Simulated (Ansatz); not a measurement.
## Au: a two-dimensional sheet

The cell was found from a structure generator's guess, not taken from experiment.

Method: DFT PBE, scalar-relativistic, plane waves, PAW in Ansatz 0.2.0. Cutoff 420 eV; k points 20×20×1 on the computed 2-atom cell (Γ-centred); Gaussian smearing, width 0.10 eV; no spin polarisation.

This is a two-dimensional sheet: the third axis spans vacuum and isn't periodic.

```xyz
2
Lattice="2.7487 0.0000 0.0000 0.0000 2.7487 0.0000 0.0000 0.0000 28.3325" Properties=species:S:1:pos:R:3 pbc="T T F"
Au    0.0000    1.3743    6.8557
Au    1.3743    0.0000    9.1443
```

Energies count from the standard state of Au at the same level.

```json
{"Layer group": "p4/nmm (No. 64)", "In-plane cell": "a = 2.749 Å, b = 2.749 Å, γ = 90.0°", "Area per atom": "3.78 Å²", "Thickness between the outermost nuclei": "2.29 Å", "Energy over the standard state": "+0.40 eV/atom", "Band gap over mesh and path": "none (metal or semimetal)", "Density of states at the Fermi level": "0.6 states/eV per cell", "Löwdin character within 0.5 eV of the Fermi level": "Au 6s 57 %, Au 5d 32 %, unprojected 11 %", "Bader charges (e)": "Au1 0.00, Au2 0.00"}
```

Levels along Γ–X–M–Γ, in eV from the Fermi level, sorted by energy at each point. Points in fractions of the primitive reciprocal vectors: Γ (0.000 0.000 0.000), X (0.000 0.500 0.000), M (0.500 0.500 0.000).
```
point  k (1/Å, with 2π)  band 16  band 17  band 18  band 19  band 20  band 21  band 22
    Γ             0.000    -1.94    -1.58    -1.58    -1.57    -1.30     1.19     5.07
    -             0.163    -1.77    -1.76    -1.72    -1.51    -1.38     1.48     5.16
    -             0.327    -2.16    -1.95    -1.58    -1.49    -1.41     2.18     5.43
    -             0.490    -2.45    -2.23    -1.82    -1.50    -0.99     3.07     5.88
    -             0.653    -2.52    -2.45    -1.98    -1.54    -0.46     4.04     6.40
    -             0.816    -2.72    -1.98    -1.84    -1.60     0.33     4.94     5.05
    -             0.980    -2.48    -1.90    -1.68    -0.52     1.38     3.36     4.87
    X             1.143    -2.39    -1.79    -1.79     1.00     1.00     3.51     3.51
    -             1.306    -2.23    -1.92    -1.92     1.21     1.21     3.61     3.61
    -             1.470    -2.23    -2.03    -2.03     1.69     1.69     3.92     3.92
    -             1.633    -2.54    -1.88    -1.88     2.23     2.23     4.45     4.45
    -             1.796    -2.71    -1.72    -1.72     2.74     2.74     5.19     5.19
    -             1.959    -2.19    -1.26    -1.26     3.30     3.30     6.04     6.04
    -             2.123    -2.08    -0.58    -0.58     3.98     3.98     6.84     6.84
    M             2.286    -2.07    -0.30    -0.30     4.41     4.41     7.47     7.47
    -             2.517    -2.07    -0.90    -0.72     2.58     5.18     5.25     8.49
    -             2.748    -2.23    -2.07    -1.62     0.11     2.90     6.84     7.96
    -             2.979    -2.64    -2.57    -2.13    -1.64     1.11     6.16     7.87
    -             3.210    -3.03    -2.54    -2.05    -1.99    -0.06     4.48     6.69
    -             3.441    -2.59    -1.96    -1.91    -1.79    -0.89     2.98     5.80
    -             3.671    -1.98    -1.64    -1.63    -1.63    -1.42     1.75     5.25
    Γ             3.902    -1.94    -1.58    -1.58    -1.57    -1.30     1.19     5.07
```

The last run used a 20×20×1 mesh for its 2-atom cell and Gaussian smearing of 0.10 eV. These runs have no spin–orbit coupling, which can matter for Au.
